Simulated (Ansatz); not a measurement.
**Zn: strain energy, fitted**

Zn, P6_3/mmc, a = 2.593 Å, c = 4.895 Å. Ansatz: PBEsol, PAW, 420 eV, Γ-centred 24×24×12 mesh on 2 atoms, Gaussian smearing 0.10 eV; no spin polarisation. Series: uniaxial strain along a, with b, c and atoms relaxed; x is the strain in per cent. y is the free energy over the unstrained cell, V0 = 14.247 Å³/atom.

| x (%) | y (meV/atom) |
| --- | --- |
| -3.0 | 10.36 |
| -2.0 | 4.69 |
| -1.0 | ? |
| 0.0 | 0.00 |
| 1.0 | 0.38 |
| 2.0 | 2.10 |
| 3.0 | 4.21 |

Question: Fit y = c2 x² + c3 x³ to the other rows, turn c2 into a modulus, and predict the missing energy.

Answer: Least squares on the rows shown. y = 0.8143 x² − 0.1180 x³. In eV per unit strain² c2 is 8.143; this is Young's modulus along the axis (E = ½ Y V0 ε²): 2 × 8.143 × 160.2 / (14.247) = 183 GPa. The unstrained cell keeps some stress along the strain, worth a slope of -0.31 meV/atom per %, which the form leaves out. With a term in x⁴ added, the coefficient of x² becomes 0.8480, 4 % more, which shows how far this figure hangs on the form. At x = -1.0 the fit asked for gives 0.93 meV/atom. The run gave 1.21 meV/atom, so the fit is 0.28 meV/atom too low, within the rms miss on the fitted rows (0.29 meV/atom).